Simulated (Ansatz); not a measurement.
Relaxed ZnS (zinc blende):

```
ZnS
1.0
    0.00000     2.69520     2.69520
    2.69520     0.00000     2.69520
    2.69520     2.69520     0.00000
S Zn
1 1
Direct
  0.75000   0.75000   0.75000
  0.00000   0.00000   0.00000
```

A phonon eigenvector at Γ is frozen into this cell: atom i moves by Q times the vector below, so Q is the largest atomic displacement, in Å. The cell is held. It is one choice among 3 degenerate patterns.

```
atom      x      y       z
----  -----  -----  ------
S1    0.000  0.000  -1.000
Zn2   0.000  0.000   0.490
```

All values below come from r2SCAN (plane waves to 500 eV, PAW, scalar-relativistic; Ansatz, a first-principles code). k mesh 11×11×11 (Γ-centred), Fermi-Dirac smearing 0.05 eV. The energy includes the smearing's −TS. The PAW data are Ansatz's earlier set. ZnS was relaxed with its symmetry unable to fall. ΔE is measured from the undisplaced structure.

```tsv
Q (Å)	ΔE (meV/cell)
-0.1000	64.2
-0.0833	44.7
-0.0667	28.6
-0.0500	16.1
-0.0333	withheld
-0.0167	1.8
0.0000	0.0
0.0167	1.8
0.0333	withheld
0.0500	16.1
0.0667	28.6
0.0833	44.7
0.1000	64.2
```

Question: Fit an even polynomial form (powers 2, 4) to the given rows and predict ΔE at Q = -0.0333.

Answer: Least squares on the 11 given rows: ΔE = (6454)·Q² + (-3126)·Q⁴, in meV/cell with Q in Å; root-mean-square residual 0.04 meV/cell. At -0.0333 the fit gives 7.2 meV/cell; the calculation gives 7.2 meV/cell, the same to the digits shown. The quadratic term alone would give 7.2 meV/cell.

(A displaced cell: forces are minus the slopes of the energy, force constants its curvatures, and phonons follow from these.)
